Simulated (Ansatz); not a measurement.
Computed properties of HfPt$_{3}$

HfPt$_{3}$:
```xyz
4
Lattice="3.9586 0.0000 0.0000 0.0000 3.9586 0.0000 0.0000 0.0000 3.9586" Properties=species:S:1:pos:R:3 pbc="T T T"
Hf     0.0000     0.0000     0.0000
Pt     1.9793     1.9793     0.0000
Pt     0.0000     1.9793     1.9793
Pt     1.9793     0.0000     1.9793
```

Space group Pm-3m (No. 221), Cu3Au type; conventional cell a = b = c = 3.9586 Å, α = β = γ = 90.00°.

Method: DFT-LDA in the program Ansatz with PAW potentials. The cell and atoms are relaxed at this level. Other levels are named where they apply.

**Cell and energy**

```
Item                                                          Result
-----------------------------------------------------  -------------
Volume per atom                                             15.51 Å³
Density                                                  20.44 g/cm³
Formation energy from the elements (no fitted shifts)  -1.12 eV/atom
```

**Electronic structure**

```
Item                                                                        Result
------------------------------------  --------------------------------------------
Electronic character                                             metallic (no gap)
Density of states at the Fermi level  0.05 states/eV per atom (mean over ±0.08 eV)
```

**Mechanics**

```
Quantity                                                                      Result
--------------------------------------------  --------------------------------------
Bulk modulus (Birch–Murnaghan fit)                                           274 GPa
Pressure derivative B′                                                           4.9
Elastic constants (relaxed ions, GPa)                C11 = 409, C12 = 207, C44 = 151
Mechanical stability                          stable (all eigenvalues of C positive)
Hill bulk and shear moduli                                           275 and 128 GPa
Young's modulus                                                              333 GPa
Poisson's ratio                                                                 0.30
Debye temperature from the elastic constants                                   334 K
```

**Phonons**

```
Property                                        Value
-----------------------------  ----------------------
Highest zone-centre frequency                172 cm⁻¹
Zone-centre stability          no imaginary mode at Γ
```

The workflow started from a Materials Project entry (that database holds measured and hypothetical structures alike); the Crystallography Open Database copy checked does not list it. COD files the formula under space group No. 194. Whether it is the stable phase at ambient conditions was not checked. The LDA relaxation kept the symmetry of its start. The run is not spin-polarised. As this level gives no gap, shear constants depend on the k-mesh and smearing (Fermi–Dirac, 0.1 eV here). As this level gives no gap, phonon frequencies hold no LO–TO term and depend on the k-mesh and smearing (Fermi–Dirac, 0.1 eV here). The references are the lowest solids computed at this level, not always the standard phases. Spin–orbit coupling is left out wherever it is not named.

Potentials: the later of the program's two PAW sets.
